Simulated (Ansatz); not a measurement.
Si$_{2}$Mo:
```
Si2Mo
1.0
    0.00000     3.99662     4.36512
    2.28838     0.00000     4.36512
    2.28838     3.99662     0.00000
Si Mo
4 2
Cartesian
  2.28838   5.30647   4.36512
  2.28838   2.68677   4.36512
  3.43257   4.68508   6.54768
  3.43257   7.30478   6.54768
  0.00000   0.00000   0.00000
  1.14419   1.99831   2.18256
```

Relaxed with r²SCAN. Special points in fractions of this cell's reciprocal vectors: Γ (0.000, 0.000, 0.000); Y (0.500, 0.000, 0.500); T (1.000, 0.500, 0.500); Z (0.500, 0.500, 0.000); Σ0 (0.000, 0.401, 0.401); U0 (1.000, 0.599, 0.599); C0 (0.500, 0.237, 0.737); A0 (0.500, 0.763, 0.263); L (0.500, 0.500, 0.500).

**Question.** List the band energies nearest the Fermi level at these points for the program Ansatz at the r²SCAN level (PAW).

**Answer.** In eV from the Fermi level; about four levels below and three above (degenerate sets whole), none deeper than 8.9 eV; points with the same levels are listed once.

```tsv
k	below	above
Γ	-3.36 -2.63 -2.45 -2.36	0.29 2.42 2.78
Y	-3.04 -3.04 -0.53 -0.53	2.53 2.53 2.83 2.83
T	-2.65 -2.65 -1.19 -1.19	1.23 1.23 2.66 2.66
Z	-2.27 -2.27 -1.54 -1.54	2.72 2.72 3.00 3.00
Σ0	-1.97 -1.97 -1.12 -1.10	0.45 1.58 2.67
C0	-3.02 -3.02 -0.17 -0.17	1.04 1.04 2.04 2.04
L	-2.28 -1.91 -0.58 -0.08	0.34 1.17 1.89
```

Space group Fddd. The start of the workflow was typed in or built on a structure type; neither database checked (COD, Materials Project) lists it. It is not the phase usual at ambient conditions (space group No. 139). Symmetry was held in the r²SCAN relaxation; whether a distortion lowers the energy is not shown. The run is not spin-polarised. Spin–orbit coupling is left out wherever it is not named.

Potentials: the earlier of the program's two PAW sets.
